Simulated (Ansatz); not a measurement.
AlRu:
```
CELL_PARAMETERS angstrom
      1.47421    -4.54289     0.00000
      1.47421     4.54289     0.00000
      0.00000     0.00000     4.08894
ATOMIC_POSITIONS crystal
  Al 0.59290 0.40710 0.25000
  Ru 0.86334 0.13666 0.25000
  Al 0.40710 0.59290 0.75000
  Ru 0.13666 0.86334 0.75000
```

Relaxed with PBEsol. Special points in fractions of this cell's reciprocal vectors: Γ (0.000, 0.000, 0.000); Y (-0.500, 0.500, 0.000); C0 (-0.276, 0.724, 0.000); Σ0 (0.276, 0.276, 0.000); Z (0.000, 0.000, 0.500); A0 (0.276, 0.276, 0.500); E0 (-0.276, 0.724, 0.500); T (-0.500, 0.500, 0.500); S (0.000, 0.500, 0.000); R (0.000, 0.500, 0.500).

Q: List the band energies nearest the Fermi level at these points for PBEsol (plane waves, PAW; program Ansatz).

A: In eV from the Fermi level; about four levels below and three above (degenerate sets whole), none deeper than 8.9 eV; points with the same levels are listed once.

```json
[
 {"k": "Γ", "below": "-0.73 -0.57 -0.55 -0.49", "above": "0.24 3.04 5.76"},
 {"k": "Y", "below": "-1.91 -1.17 -1.13 -0.11", "above": "0.13 3.30 3.52"},
 {"k": "C0", "below": "-1.82 -1.37 -1.29 -0.09", "above": "1.13 2.27 5.11"},
 {"k": "Z", "below": "-1.59 -1.59 -1.52 -1.52", "above": "0.19 0.19 2.56 2.56"},
 {"k": "A0", "below": "-1.87 -1.87 -1.16 -1.16", "above": "0.49 0.49 2.17 2.17"},
 {"k": "T", "below": "-0.92 -0.92 -0.53 -0.53", "above": "1.01 1.01 7.71 7.71"},
 {"k": "S", "below": "-2.09 -1.73 -0.16 -0.03", "above": "1.28 2.21 4.59"},
 {"k": "R", "below": "-2.03 -2.03 -1.13 -1.13", "above": "0.71 0.71 2.62 2.62"}
]
```

Space group Cmcm. The start of the workflow was typed in or built on a structure type; neither database checked (COD, Materials Project) lists it. COD files the formula under space group No. 221, so this cell is another polymorph or a model. Its standing as an ambient phase is unchecked. The PBEsol relaxation kept the symmetry of its start; of distortions, only those at the zone centre were tested. No spin polarisation was allowed. Spin–orbit coupling is left out wherever it is not named.

Potentials: the later of the program's two PAW sets.
